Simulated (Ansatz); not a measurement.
# MnO2 and the effect of the starting magnetic order

```yaml
crystal:
  lattice:
    - [0.00000, 4.01999, 4.01999]
    - [4.01999, 0.00000, 4.01999]
    - [4.01999, 4.01999, 0.00000]
  atoms:
    - { symbol: Mn, position: [0.12500, 0.12500, 0.12500] }
    - { symbol: Mn, position: [0.12500, 0.12500, 0.62500] }
    - { symbol: Mn, position: [0.62500, 0.12500, 0.12500] }
    - { symbol: Mn, position: [0.12500, 0.62500, 0.12500] }
    - { symbol: O, position: [0.36095, 0.36095, 0.36095] }
    - { symbol: O, position: [0.36095, 0.36095, 0.91714] }
    - { symbol: O, position: [0.91714, 0.36095, 0.36095] }
    - { symbol: O, position: [0.36095, 0.91714, 0.36095] }
    - { symbol: O, position: [0.88905, 0.88905, 0.33286] }
    - { symbol: O, position: [0.88905, 0.88905, 0.88905] }
    - { symbol: O, position: [0.88905, 0.33286, 0.88905] }
    - { symbol: O, position: [0.33286, 0.88905, 0.88905] }
```

The cell is a database's computed one, not the measured one.

Kept alike: task single point; functional PBEsol; k mesh 6 × 6 × 6; occupations fermi-dirac, width 0.05 eV. Program: Ansatz, Ansatz PAW, cutoff 420 eV. The mesh is that of the run's cell of 12 atoms. No spin-orbit coupling.

```csv
starting magnetic order,band gap (eV),largest site moment (μB),moment of the cell (μB),free energy over the lowest row (meV/atom)
"ferromagnetic start, larger moments",0.390,2.48,12.00,0.00
fm,0.390,2.48,12.00,0.00
spin off,0.05 or less,0.00,0.00,358.50
```

Moments of the cell are magnitudes, and a label names the start alone. The runs hold the magnetic state that their start led to, which needn't be the lowest. The row without spin has no moments by construction. Site moments count inside each atom's sphere or projector. A gap read on the mesh alone can miss an edge between its points. All rows use potentials made for PBE.

**Question.** What does the starting magnetic order change here?

**Answer.** The band gap runs from 0.05 or less (spin off) to 0.390 eV (ferromagnetic start, larger moments; fm). The largest site moment runs from 0.00 (spin off) to 2.48 μB (ferromagnetic start, larger moments; fm). The moment of the cell runs from 0.00 (spin off) to 12.00 μB (ferromagnetic start, larger moments; fm). The free energy is lowest at ferromagnetic start, larger moments; fm, and 358.50 meV an atom higher at spin off. Starts that end at one energy have found one state: ferromagnetic start, larger moments; fm.
